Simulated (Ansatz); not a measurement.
**Question.** Each is relaxed and computed with LDA (plane waves, PAW; program Ansatz). Which is the only metal?
A. BAs, Pnma (B on 4c, As on 4c)
B. Ag2S, C2/m (Ag on 2a, Ag on 4i, Ag on 2c, S on 4i)
C. TlCl3, C2/m (Tl on 4g, Cl on 8j, Cl on 4i)
D. MoAs2, C2/m (Mo on 4i, As on 4i, As on 4i)

**Answer.** D, MoAs2, C2/m (Mo on 4i, As on 4i, As on 4i). MoAs2: metal; Ag2S: gap 0.62 eV (indirect); TlCl3: gap 2.01 eV (indirect); BAs: gap 0.38 eV (indirect). Typed or built starts, not in the databases checked: BAs, Pnma (B on 4c, As on 4c). Not the usual ambient phase: BAs, Pnma (B on 4c, As on 4c). Standing as an ambient phase not checked: MoAs2, C2/m (Mo on 4i, As on 4i, As on 4i); Ag2S, C2/m (Ag on 2a, Ag on 4i, Ag on 2c, S on 4i); TlCl3, C2/m (Tl on 4g, Cl on 8j, Cl on 4i). Weakly bound layers, chains or molecules computed without a dispersion correction, so cells and soft constants are ill determined: TlCl3, C2/m (Tl on 4g, Cl on 8j, Cl on 4i). All cells were relaxed under the symmetry of their starts (and spin orders); stability against distortions was not tested throughout. Rows with no word on spin ran without spin polarisation. Scalar-relativistic: spin–orbit coupling is off unless named, which matters more the heavier the elements.

Potentials: the later of the program's two PAW sets.
